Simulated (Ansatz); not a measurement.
A geometry of Nb away from equilibrium: step 13 of the relaxation of a randomly generated symmetric cell of Nb (space group No. 63). The numbers are results of PBEsol (plane waves to 420 eV, PAW, scalar-relativistic; Ansatz, a quantum-chemistry and plane-wave program), not measurements. Γ-centred k-mesh 16×16×6 on the run's cell (coarser than for final values), Fermi–Dirac smearing 0.05 eV.

```xyz
2
Lattice="2.3749 -1.5186 0.0000 2.3749 1.5186 0.0000 0.0000 0.0000 4.7570" Properties=species:S:1:pos:R:3:forces:R:3 pbc="T T T" free_energy=-8990.830 pressure_GPa=4.8
Nb     2.3749    -0.7593     3.5677    0.0000    0.0000    0.0000
Nb     2.3749     0.7593     1.1892    0.0000    0.0000    0.0000
```

Positions in Å, forces in eV/Å, free energy of the cell in eV (comparable only within this code, potentials and settings). Largest force: all forces are below 0.005 eV/Å; the geometry lies 0.05 eV/atom above the end of its relaxation.

No spin polarisation in the result.

The run could not lose the symmetry of its start; a randomly shaken copy of 2 atoms returns to this structure.
